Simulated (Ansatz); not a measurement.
C:
Space group I4₁/amd, origin choice 1 (No. 141); a = b = 2.5241 Å, c = 8.6261 Å, α = β = γ = 90.00°

```json
[
 {"atom": "C", "site": "8e", "symmetry": "2mm.", "x": "0.0000", "y": "0.0000", "z": "0.4139"}
]
```
(The calculation used a cell of 4 atoms; values per cell refer to that cell.)

Relaxed at zero pressure with the program Ansatz at the PBEsol level (PAW).

Problem. The volume is raised by 3 % and shape and atoms relax at that volume. What pressure results, and how do the axes share the change?

Solution. -9.6 GPa; a 1.1 %, b 1.1 %, c 0.7 %; the energy rises by 6 meV/atom.

Problem. Give the new structure.

Solution. 
Space group I4₁/amd, origin choice 1 (No. 141); a = b = 2.5531 Å, c = 8.6844 Å, α = β = γ = 90.00°

```
atom  site  symmetry       x       y       z
----  ----  --------  ------  ------  ------
C       8e      2mm.  0.0000  0.0000  0.4138
```

The phase is kept; no other phase was compared at this pressure.

Space group I4_1/amd. The start of the workflow was typed in or built on a structure type; the Crystallography Open Database files this formula in space group No. 141, but the cells were not matched. It is not the phase usual at ambient conditions (space group No. 194, 227). The PBEsol relaxation kept the symmetry of its start; of distortions, only those at the zone centre were tested.

Potentials: the later of the program's two PAW sets.
